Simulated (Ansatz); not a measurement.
Consider the following.

PtS$_{2}$:
```xyz
3
Lattice="3.5766 0.0000 0.0000 -1.7883 3.0974 0.0000 0.0000 0.0000 6.4882" Properties=species:S:1:pos:R:3 pbc="T T T"
Pt     0.0000     0.0000     0.0000
S      0.0000     2.0650     1.2276
S      1.7883     1.0325     5.2606
```

This is the PBE-relaxed structure. Cartesian axes are those of the cell as given.

Task: All from DFT-PBE in the program Ansatz with PAW potentials, unless another level is named. Give the band gap.

Result: 1.47 eV (indirect).

Task: What about the hole effective mass?

Result: 0.44, 1.5, 4.2 mₑ (principal values).

Task: Predict the conduction-band minimum.

Result: off the standard path, at k = (0.000, 0.250, 0.315).

Task: What about the weight of the conduction-edge state by species (Voronoi cells)?

Result: S 58 %, Pt 42 %.

Task: And the valence-band maximum?

Result: on the K–Γ line, 55 % of the way from K.

Task: And the weight of the valence-edge state by species (Voronoi cells)?

Result: S 81 %, Pt 19 %.

Space group P-3m1 (CdI2 type). Symmetry was held in the PBE relaxation. No spin polarisation was allowed. The volume lies over 15 % above that of the usual cell of this phase: another minimum, or an error of the functional. A crystal of weakly bound layers computed without a dispersion correction: the cell and the soft elastic constants depend strongly on that. Scalar-relativistic: spin–orbit coupling is off unless named, which matters more the heavier the elements.

Potentials: the later of the program's two PAW sets.
